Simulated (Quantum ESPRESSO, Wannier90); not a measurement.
**Pt (fcc (Cu type)): Wannier90 run**

```
Pt
1.0
    0.00000     1.97158     1.97158
    1.97158     0.00000     1.97158
    1.97158     1.97158     0.00000
Pt
1
Cartesian
  0.00000   0.00000   0.00000
```

Cell from Materials Project (mp-126), symmetrised, no further relaxation. This is the element's usual structure. Level: PBEsol, spinors with spin-orbit coupling; pw.x of Quantum ESPRESSO at 68 Ry with PseudoDojo potentials, 10×10×10 k-points, Wannier90. Density: 18×18×18 mesh, cold smearing 0.01 Ry.

Base run: 18 functions from bands 9-42 of the 42 computed, start hydrogen-like Pt: s;p;d, centres 0.05 Å off the atoms, frozen window up to 1.50 eV relative to the Fermi level, outer window open. Its settings: num_cg_steps = 5, trial_step = 2 and dis_mix_ratio = 0.5 (the program's defaults), conv_tol = 1.0e-6 over 4 steps, num_iter = 1000, dis_conv_tol = 1.0e-6, dis_num_iter = 1000. One of them is changed at a time.

```tsv
run	disentanglement steps	localisation steps	Ω_I (Å²)	Ω_total (Å²)	ended
base	202	446	15.290	18.874	converged
fixed_step = 2.0	202	1000	15.290	25.403	step limit
conv_tol = 1.0e-10	202	916	15.290	18.873	converged
dis_num_iter = 20	20	572	15.399	19.006	step limit
```
